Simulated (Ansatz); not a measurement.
Relaxed-ion elastic tensor of NbP (CsCl type, Pm-3m) in GPa (Voigt order), r²SCAN in the plane-wave PAW code Ansatz; density 6.85 g/cm³, 15.01 Å³ per atom.

```
382  104  104  0.0  0.0  0.0
104  382  104  0.0  0.0  0.0
104  104  382  0.0  0.0  0.0
0.0  0.0  0.0  123  0.0  0.0
0.0  0.0  0.0  0.0  123  0.0
0.0  0.0  0.0  0.0  0.0  123
```

Is the crystal mechanically stable?

Yes: the smallest eigenvalue of C is 123 GPa.

Work out the Voigt, Reuss and Hill averages.

K_V = 196, K_R = 196, K_H = 196; G_V = 129, G_R = 129, G_H = 129 GPa.

Give Young's modulus, Poisson's ratio, Pugh's ratio and the universal anisotropy index.

E = 9KG/(3K + G) = 318 GPa; ν = 0.23; K/G = 1.52 (brittle by the Pugh limit of 1.75); A_U = 5G_V/G_R + K_V/K_R − 6 = 0.02.

Estimate the sound speeds and the Debye temperature.

v_l = √((K + 4G/3)/ρ) = 7330 m/s, v_t = √(G/ρ) = 4340 m/s, mean 4810 m/s; Θ = (h/k)(3n/4πV)^(1/3) v_m = 580 K.

Give the Zener ratio and Young's modulus along [100], [110] and [111].

A = 2C44/(C11 − C12) = 0.88; 1/E = S11 − 2(S11 − S12 − S44/2)Γ with Γ = 0, 1/4, 1/3 gives 338, 312, 305 GPa.

Solve the Christoffel equation for the three sound speeds along [100], [110], [111].

Eigenvalues of C_ijkl n_j n_l equal ρv². In km/s, slowest first: [100] 4.23, 4.23, 7.47; [110] 4.23, 4.51, 7.30; [111] 4.42, 4.42, 7.25.

The cell is a constructed one: a structure type filled with these elements; neither database checked (COD, Materials Project) lists it. COD files the formula under space group No. 141, so this cell is another polymorph or a model. Whether it is the stable phase at ambient conditions was not checked. The cell was relaxed with r²SCAN under the symmetry of its start; whether a distortion lowers the energy is not shown. The run is not spin-polarised. As this level gives no gap, shear constants depend on the k-mesh and smearing (Fermi–Dirac, 0.1 eV here).

Potentials: the earlier of the program's two PAW sets.
